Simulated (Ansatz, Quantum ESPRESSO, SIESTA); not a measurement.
# Bi2Te3: programs and potentials compared

```xyz
5
Lattice="2.1930 1.2661 10.1657 -2.1930 1.2661 10.1657 0.0000 -2.5323 10.1657" Properties=species:S:1:pos:R:3 pbc="T T T"
Bi    0.0000    0.0000   18.2982
Bi    0.0000    0.0000   12.1988
Te    0.0000    0.0000   24.1079
Te    0.0000    0.0000    6.3891
Te    0.0000    0.0000    0.0000
```

Alike in all runs: task band structure; functional PBEsol; k mesh 7 × 7 × 7; occupations fermi-dirac, width 0.05 eV; no spin polarisation; no spin-orbit coupling. Pressure is positive in compression and, in plane waves, holds the error of the finite cutoff. Gaps are the smaller of the mesh's and the band path's.

```csv
program and potentials,plane-wave cutoff (eV),notes,band gap (eV),pressure (GPa),largest force (eV/Å)
"Ansatz, all-electron LAPW, scalar-relativistic",-,-,?,?,?
"Quantum ESPRESSO, PseudoDojo 0.4.1 SR PBEsol standard",1088,-,0.23,-0.53,0.091
"SIESTA, files PseudoDojo sr-pbesol-0.4.1-standard, DZP (energy shift 0.003 Ry; two zetas on semicore shells)",-,atomic basis,0.23,0.21,0.117
```

Task: Estimate from the other rows what the run with Ansatz, all-electron LAPW, scalar-relativistic gave.

Result: Band gap 0.24 eV; pressure -0.58 GPa; largest force 0.113 eV/Å. The other rows, which needn't bracket it: band gap 0.23; pressure -0.53 to 0.21; largest force 0.091 to 0.117.
